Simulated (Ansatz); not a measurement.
Input file for Ansatz (a program for electronic structure):

Ansatz 0.2 input:
```yaml
crystal:
  lattice:
    - [3.3688874752, 0.0, 0.0]
    - [0.0, 3.3688874752, 0.0]
    - [0.0, 0.0, 3.3688874752]
  atoms:
    - { symbol: Na, position: [0.0, 0.0, 0.0] }
    - { symbol: Cl, position: [0.5, 0.5, 0.5] }
kpoints:
  mp_grid: { grid: [8, 8, 8] }
hamiltonian:
  xc: lda
  pseudopotentials: { azcp: { folder: ./paw }, kind: paw }
scf:
  occupations: { method: fixed }
elastic: { mode: relaxed_ion, stencil: two_point, amplitude: 0.005, f_tol: 0.0005 }
```

Output (shortened):

```
Pseudopotentials: kind: paw
Pseudopotential: Na, paw, valence charge 9
Pseudopotential: Cl, paw, valence charge 7
Functional definition: SPW92
Crystal: 2 atoms, lattice volume = 38.235 Å³
Basis set: ecut = 420 eV, 739 PW (Γ)
Bands: 12, of which v1, the nominal top of the filled ones, is band 8 counted from 1 (7 counted from 0)
Symmetry: 48 space group operations
Space group: Pm-3m (ITA 221), of the structure as read, at distance tolerance 3.4e-5 Å
k-points: 35 of 512
PAW frozen core: Na, regenerated for the run's functional, and the local potential with it
PAW frozen core: Cl, regenerated for the run's functional, and the local potential with it
Initial density: superposition of atomic densities (chi_scale 0.1, normalization cell, long waves kept (reshape's long-wave potential 0.00 eV rms))
Initial wavefunctions: pseudopotential atomic-orbital guess
Eigensolver: davidson
Functional: x = slater, c = lda
all-band conjugate gradients solve this SCF's bands
SCF 1 converged in 9 iterations: F = -2514.065532 eV  dr2 = 6.40e-16
density extrapolation: transplant  |δρ|_rms = 4.357e-2 e/Å³  SAD shift = 6.302e-3 e/Å³
Crystal: 2 atoms, lattice volume = 38.044 Å³
Symmetry: 16 space group operations
k-points: 75 of 512
Initial density: handed on by an earlier stage of this run
Initial wavefunctions: those handed on with the density
SCF 2 converged in 7 iterations: F = -2514.065257 eV  dr2 = 3.16e-15
density extrapolation: first-order (α = -2.000)  |δρ|_rms = 4.357e-2 e/Å³  SAD shift = 6.254e-3 e/Å³
Crystal: 2 atoms, lattice volume = 38.426 Å³
SCF 3 converged in 5 iterations: F = -2514.065239 eV  dr2 = 5.27e-14
density extrapolation: transplant  |δρ|_rms = 4.357e-2 e/Å³  SAD shift = 3.597e-3 e/Å³
Crystal: 2 atoms, lattice volume = 38.235 Å³
Symmetry: 8 space group operations
k-points: 105 of 512
SCF 4 converged in 7 iterations: F = -2514.065532 eV  dr2 = 8.72e-14
density extrapolation: first-order (α = -2.000)  |δρ|_rms = 4.357e-2 e/Å³  SAD shift = 3.597e-3 e/Å³
Crystal: 2 atoms, lattice volume = 38.235 Å³
SCF 5 converged in 4 iterations: F = -2514.065532 eV  dr2 = 6.28e-14
SCF converged after 9 iterations
Free energy (F): -2514.065532 eV
Harris-Foulkes:  -2514.065532 eV  (|F-HF|=9.09e-13)
Internal energy: -2514.065532 eV  (E = F + TS)
E sigma→0 (E₀):  -2514.065532 eV
Fermi energy:    3.148163 eV
--- Per-component energies (eV) ---
  E_band       = -216.869486
  E_kinetic    = 267.298632
  E_local      = -1563.599920  (includes V_loc(G=0)·N_el)
  E_nonlocal   = 311.860227
  E_hartree    = 517.530406
  E_xc         = -143.522746
  E_vxc        = -164.532788  (∫ρ·V_xc dr)
  E_paw        = -899.731986  (= ΣΔE_a)
  E_vpaw       = -102.956581  (= ΣTr[D̂ρ^β])
  E_aug_tail   = 0.000133  (compensation charges beyond the density's cutoff)
  E_ewald      = -1004.231659
  E_core_change = 0.331382  (= ΣΔE_core)
  E_smearing   =  0.000000  (= −TS)
  E_closure    =  0.000000  (closes the sum)
  Σ components = -2514.065532   (vs F -2514.065532, Δ=0.00e0)
--- Forces (eV/Å), atoms counted from 1 ---
  atom   1  Na     0.00000000     0.00000000     0.00000000
  atom   2  Cl     0.00000000     0.00000000     0.00000000
  max |Σ_I F_I| component: 0.0 eV/Å
--- Stress (GPa, compression-positive) ---
       -0.010275       0.000000       0.000000
        0.000000      -0.010275       0.000000
        0.000000       0.000000      -0.010275
  P = ⅓ Tr σ = -0.0103 GPa (-0.103 kbar)
  The stress holds the Pulay correction. Without it, at fixed plane waves, as pw.x and ABINIT print it: P = -0.0164 GPa
  The stress includes an estimate of the error left by incomplete SCF convergence (largest component 0.0000 GPa).
--- Band table (eV; the first three rows and the last of 35) ---
  k-point 0: bands = ["-46.3218", "-18.8072", "-18.8072", "-18.8072", "-10.6352", "2.5343", "2.5343", "2.5343", "7.1567", "11.2085", "11.2085", "18.9175"]
  k-point 1: bands = ["-46.3213", "-18.8174", "-18.8063", "-18.8063", "-10.5674", "1.9192", "2.5739", "2.5739", "7.6552", "11.3910", "11.6705", "17.5878"]
  k-point 2: bands = ["-46.3203", "-18.8417", "-18.8042", "-18.8042", "-10.3961", "0.7820", "2.6723", "2.6723", "8.5869", "11.9223", "12.5192", "16.1705"]
  k-point 34: bands = ["-46.3131", "-18.8490", "-18.8490", "-18.8490", "-9.3978", "0.8617", "0.8617", "0.8617", "9.8700", "9.8700", "9.8700", "15.3688"]
  band table: 12 of 12 bands, residual norms ≤ 1.0e-3 eV
--- Elastic constants: 2 strain directions × 2 members + reference (group order 48) ---
  dense FFT box of the reference and of every strained cell: 24×24×24
  strains applied: 11, 23; error gains: componentwise 1.00 (the most a stress slope's error grows in a printed constant), spectral 1.73 (1 for all six strains …
  C = ∂σ_k/∂η_j (tension-positive GPa; Voigt order 11 22 33 23 13 12):
        95.209      4.684      4.684      0.000      0.000      0.000
         4.684     95.209      4.684      0.000      0.000      0.000
         4.684      4.684     95.209      0.000      0.000      0.000
         0.000      0.000      0.000     -0.091      0.000      0.000
         0.000      0.000      0.000      0.000     -0.091      0.000
         0.000      0.000      0.000      0.000      0.000     -0.091
  reference stress σ⁰ (GPa):      0.010      0.010      0.010      0.000      0.000      0.000
  moduli (Voigt/Reuss/Hill, GPa): K = 34.86/34.86/34.86   G = 18.05/-0.15/8.95   E = 24.73   ν = 0.382
  mechanically stable: NO (min eigenvalue of sym C = -0.09 GPa)
  strain η (Voigt 11):  stress-route row diagonal C_11 = 95.21 GPa, energy-path curvature d²(F+E_count+ΔE)/dδ²/Ω₀ = 95.18 GPa
         δ    σ_11 (GPa)             F (eV)   n_scf  n_hpsi   n_pw
    -5.000e-3      -0.4736       -2514.0652571       7   16457    758   relax 0 steps, max|allowed force component| 0.0 eV/Å
     5.000e-3       0.4785       -2514.0652387       5   12908    768   relax 0 steps, max|allowed force component| 0.0 eV/Å
  strain η (Voigt 23):  stress-route row diagonal C_44 = -0.09 GPa, energy-path curvature d²(F+E_count+ΔE)/dδ²/Ω₀ = -0.10 GPa
         δ    σ_23 (GPa)             F (eV)   n_scf  n_hpsi   n_pw
    -5.000e-3       0.0005       -2514.0655320       7   23906    768   relax 0 steps, max|allowed force component| 0.0 eV/Å
     5.000e-3      -0.0005       -2514.0655320       4   18223    768   relax 0 steps, max|allowed force component| 0.0 eV/Å
```

Cost: about 16 core-seconds (a rough figure) on shared cores.

This is a known high-pressure phase of the composition, computed here at zero pressure and temperature. The LDA relaxation kept the symmetry of its start. At this level the phase is dynamically unstable (imaginary phonons).

Potentials: the earlier of the program's two PAW sets. The files were generated under PBE; for other functionals the program regenerates the frozen cores, and for LDA and PBEsol the local potential too.

Ansatz is a plane-wave DFT program.
